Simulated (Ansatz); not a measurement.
Here is the system:

Bi:
```cif
data_Bi4
_chemical_formula_sum 'Bi4'
_space_group_name_H-M_alt 'P 1'
_space_group_IT_number 1
_cell_length_a 5.63490
_cell_length_b 5.63490
_cell_length_c 5.63490
_cell_angle_alpha 109.472
_cell_angle_beta 109.472
_cell_angle_gamma 109.470
loop_
_space_group_symop_operation_xyz
  'x, y, z'
loop_
_atom_site_label
_atom_site_type_symbol
_atom_site_fract_x
_atom_site_fract_y
_atom_site_fract_z
_atom_site_occupancy
Bi1 Bi 0.74992 0.24992 0.99984 1
Bi2 Bi 0.25008 0.75008 0.00016 1
Bi3 Bi 0.75008 0.74992 0.50000 1
Bi4 Bi 0.24992 0.25008 0.50000 1
```

This is the r²SCAN-relaxed structure.

**Question.** All from the program Ansatz at the r²SCAN level (PAW), unless another level is named. Give the Hill bulk and shear moduli.

**Answer.** 50.7 and 20.4 GPa.

**Question.** What about the highest zone-centre frequency?

**Answer.** 41 cm^-1.

Space group Pm-3m. The workflow started from a Materials Project entry (that database holds measured and hypothetical structures alike); the Crystallography Open Database copy checked does not list it. It is not the phase usual at ambient conditions (space group No. 166). The r²SCAN relaxation kept the symmetry of its start; its stability against distortions is not shown here. As this level gives no gap, shear constants depend on the k-mesh and smearing (Fermi–Dirac, 0.1 eV here). As this level gives no gap, phonon frequencies hold no LO–TO term and depend on the k-mesh and smearing (Fermi–Dirac, 0.1 eV here). Scalar-relativistic: spin–orbit coupling is off unless named, which matters more the heavier the elements.

Potentials: the later of the program's two PAW sets.
